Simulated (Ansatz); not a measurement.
# Notes on Zn$_{2}$PdO$_{4}$

```
Zn Pd O
1.0
     0.00000    4.21388    4.21388
     4.21388    0.00000    4.21388
     4.21388    4.21388    0.00000
Zn Pd O
4 2 8
Cartesian
  4.2139 4.2139 4.2139
  4.2139 2.1069 2.1069
  2.1069 2.1069 4.2139
  2.1069 4.2139 2.1069
  7.3743 7.3743 7.3743
  1.0535 1.0535 1.0535
  2.1069 2.1069 2.1069
  6.3208 4.2139 4.2139
  4.2139 4.2139 2.1069
  4.2139 6.3208 4.2139
  2.1069 4.2139 4.2139
  6.3208 6.3208 6.3208
  4.2139 2.1069 4.2139
  4.2139 4.2139 6.3208
```

Single point in Ansatz 0.2.0 with r2SCAN, no spin polarisation. Cutoff 500 eV, PAW datasets, 7×7×7 Γ-centred k mesh, fermi-dirac filling (width 0.1 eV).

Task: Describe some of the short contacts.

Result: Pd–O at 1.82 Å: least valence density 1.24 e/Å³ and ELF 0.33 there. Zn–O at 2.11 Å: least valence density 0.43 e/Å³ and ELF 0.15 there. Both are smooth PAW fields, read partly inside the augmentation spheres.

Task: What happens at the Fermi level?

Result: It is a metal, with about 5.2 states/eV a cell as the mean within 0.25 eV of the Fermi level, mostly O p (48 %) and Pd d (41 %).

Task: Which atom feels the largest force, and which way?

Result: The largest is on O8 (and as large on other atoms): 4.12 eV/Å, components (-2.38, 2.38, 2.38). It makes 180° with the line to a nearest neighbour, Pd5 at 1.82 Å, pointing away from it.

Task: Give the Bader charges.

Result: Bader charges in e: Zn +1.35, Pd +1.43, O -1.03. In the mean Pd gives up most and O takes most.

Task: What is the formation energy?

Result: -0.62 eV an atom against the elements' usual phases (free molecules for gases, crystals otherwise, with no correction for O₂ or N₂), so it is bound against them; other compounds may still compete. Relaxing would lower it.

Task: What does the stress say?

Result: The pressure is 17.2 GPa (compression positive), so with the atoms held at these fractions the cell would first expand; the forces are large, so a full relaxation may end otherwise.

Origin: a database entry at a rescaled volume. Caveats: many states at the Fermi level without spin polarisation, so a magnetic state may lie lower; forces this large suggest misplaced atoms in the database entry; atoms or cell far from equilibrium.
